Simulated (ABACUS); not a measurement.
Band structure of CaZn (Pmma, 4 atoms in the cell; from Materials Project mp-1038828).

```yaml
crystal:
  lattice:
    - [5.22626, 0.00000, 0.00000]
    - [0.00000, 3.67282, 0.00000]
    - [0.00000, 0.00000, 5.23922]
  atoms:
    - { symbol: Ca, position: [0.75000, 0.00000, 0.75498] }
    - { symbol: Ca, position: [0.25000, 0.00000, 0.24502] }
    - { symbol: Zn, position: [0.25000, 0.50000, 0.73854] }
    - { symbol: Zn, position: [0.75000, 0.50000, 0.26146] }
```

All values come from this method and carry its errors: PBEsol, PseudoDojo 0.4 standard norm-conserving PBEsol (tails mended) pseudopotentials (plane waves; ABACUS).

Settings: KPT = MP 4 6 4 0 0 0; basis_type = pw; dft_functional = PBESOL; ecutwfc = 84 Ry; smearing_method = fd; smearing_sigma = 0.00734986 Ry; potentials = PseudoDojo 0.4 standard norm-conserving PBEsol (tails mended); symmetry = 1; symmetry_prec = 1e-05; ks_solver = dav_subspace; scf_nmax = 100; scf_thr = 1.0e-09 Ry; mixing_type = broyden.

The structure comes from a collection of computed structures, made at another level of theory; the collection holds predicted forms beside known ones. No clean gap shows at this smearing width and mesh (spacing up to 0.30 Å⁻¹); the mesh is coarse for partly filled bands, so the values carry mesh errors.

Points are given in units of this cell's reciprocal vectors. Levels in eV from the Fermi level, bands 27 to 34:
```tsv
point	27	28	29	30	31	32	33	34
Γ (0 0 0)	-6.39	-3.22	-0.31	-0.29	1.17	1.47	1.48	3.63
X (0 -0.5 0)	-4.07	-2.59	-0.63	-0.62	-0.62	-0.60	1.99	2.41
S (-0.5 -0.5 0)	-3.32	-3.32	-1.18	-1.18	0.60	0.60	2.70	2.70
Y (-0.5 0 0)	-5.00	-5.00	0.16	0.16	0.43	0.43	2.47	2.47
Z (0 0 -0.5)	-5.09	-4.92	0.16	0.19	0.33	0.54	2.43	2.50
U (0 -0.5 -0.5)	-3.43	-3.21	-1.24	-1.14	0.56	0.65	2.70	2.71
R (-0.5 -0.5 -0.5)	-3.18	-3.18	-0.28	-0.28	-0.26	-0.26	1.22	1.22
T (-0.5 0 -0.5)	-4.12	-4.12	-2.61	-2.61	1.97	1.97	2.42	2.42
```

4 bands cross the Fermi level along this path, so the cell has no gap at this level.

The Fermi level comes from the SCF mesh, which can miss band crossings, so its place against them is uncertain.

“Tails mended”: in these copies of the files the far tail of each local potential was reset to the Coulomb form.
